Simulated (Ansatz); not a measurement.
**MnS: from the end of a run back to its start**

MnS is taken as a measured crystal structure (space group Fm-3m, primitive cell doubled), 4 atoms in the cell. Source: COD entry 1538620, which need not be the ambient phase.

```xyz
4
Lattice="5.2090 2.6045 2.6045 2.6045 5.2090 2.6045 2.6045 2.6045 5.2090" Properties=species:S:1:pos:R:3 pbc="T T T"
S     2.6045    2.6045    2.6045
S     7.8135    7.8135    7.8135
Mn    0.0000    0.0000    0.0000
Mn    5.2090    5.2090    5.2090
```

Site labels below count the atoms in this order, from 1.

The calculation used DFT, PBE+U, PAW, plane waves, scalar-relativistic in Ansatz development build ahead of 0.2.0.

| Item | Value |
| --- | --- |
| Hubbard term (Dudarev form) | U − J = 3.9 eV on Mn d, on Löwdin-orthonormalised all-electron atomic orbitals |
| Plane-wave cutoff | 420 eV |
| k-point mesh | 6×6×6 (Γ-centred) |
| Occupations | Fermi–Dirac smearing, 0.02 eV |
| Valence electrons | 42 |

The total moment includes the space between the atomic spheres.

A static U favours moments and orbital order; the result depends on U and need not be the measured state.

“Plain SCF” means no search for lower states. The default search runs further SCF cycles only where the state itself hints at a lower one. With a search on, the program may also reshape the start on open shells.

One run gave this history:

| iteration | Harris–Foulkes energy + 9596 (eV) | largest residual (eV) | M (μB) | absolute moment (μB) |
| --- | --- | --- | --- | --- |
| 1 | 0.5562 | 7.00e+01 | 1.05 | 1.05 |
| 2 | 4.3080 | 4.94e+00 | 3.52 | 3.52 |
| 3 | 4.0460 | 1.83e+00 | 5.28 | 5.29 |
| 4 | 2.7909 | 1.94e+00 | 7.00 | 7.02 |
| 5 | 0.9605 | 1.35e+00 | 8.72 | 8.72 |
| 6 | -1.4053 | 1.27e+00 | 9.48 | 9.48 |
| 7 | -3.1168 | 1.94e-01 | 9.85 | 9.85 |
| 9 | -6.1909 | 1.68e-02 | 10.00 | 10.00 |
| 10 | -6.2086 | 1.31e-03 | 10.00 | 10.00 |
| 11 | -6.2103 | 3.64e-04 | 10.00 | 10.00 |
| 12 | -6.2104 | 2.21e-05 | 10.00 | 10.00 |
| 13 | -6.2104 | 2.94e-07 | 10.00 | 10.00 |
| 14 | -6.2104 | 3.32e-08 | 10.00 | 10.00 |
| 15 | -6.2104 | 2.42e-09 | 10.00 | 10.00 |

It ended ferromagnetic, site moments Mn3 4.50, Mn4 4.50 μB, total 10.00 μB per cell, a gap of 0.87 eV on the k-mesh.

Problem. These set-ups ended in different states. Which one gave the run above?
A. opposed moments +-, default search for lower states [Mn3 4.50, Mn4 -4.50 μB]
B. parallel moments scaled by 0.03, plain SCF [Mn3 0.14, Mn4 0.14 μB]
C. a moment on one site alone, plain SCF [Mn3 4.50 μB]

Solution. B. The others ended as follows, with energies against this run: “opposed moments +-, default search for lower states” antiferromagnetic, -30.8 meV/atom; “a moment on one site alone, plain SCF” magnetic with very unequal moments on like atoms, +708 meV/atom.
